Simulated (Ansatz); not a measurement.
**CsLiCr2Te2S3 and the effect of the dispersion correction**

The cell as given:

```xyz
9
Lattice="7.0568 0.0000 0.0000 0.0000 3.9806 0.0000 -2.6733 0.0000 8.6817" Properties=species:S:1:pos:R:3 pbc="T T T"
Cs   -0.4619    0.0000    3.2735
Li    3.9900    1.9903    6.8484
Cr   -1.6370    0.0000    8.2143
Cr    1.5865    1.9903    8.4356
Te    3.1793    0.0000    1.3257
Te    1.9223    0.0000    6.5020
S     4.3382    0.0000    5.9471
S    -0.4797    1.9903    7.3275
S     6.6521    1.9903    0.4651
```

The cell comes from a database or a generator and needn't be the stable form of this composition.

Kept alike: task relaxation of cell and atoms; functional PBE; k mesh 3 × 5 × 3; occupations fermi-dirac, width 0.05 eV; collinear spin, ferromagnetic start. Program: Ansatz, Ansatz PAW, cutoff 420 eV. The mesh is that of the run's cell of 9 atoms. No spin-orbit coupling.

| dispersion correction | volume (Å³/atom) | first edge of the run's cell (Å) | third edge of the run's cell (Å) |
| --- | --- | --- | --- |
| D3(BJ) | 25.223 | 6.981 | 8.760 |
| D3(BJ)-ATM | 25.445 | 6.984 | 8.807 |
| D4 | 25.453 | 6.973 | 8.833 |

Relaxations stop with a little pressure left, so the last digits of a volume or edge aren't settled. The runs hold the magnetic state that their start led to, which needn't be the lowest.

The volume runs from 25.223 (D3(BJ)) to 25.453 Å³/atom (D4). The first edge of the run's cell runs from 6.973 (D4) to 6.984 Å (D3(BJ)-ATM). The third edge of the run's cell runs from 8.760 (D3(BJ)) to 8.833 Å (D4).
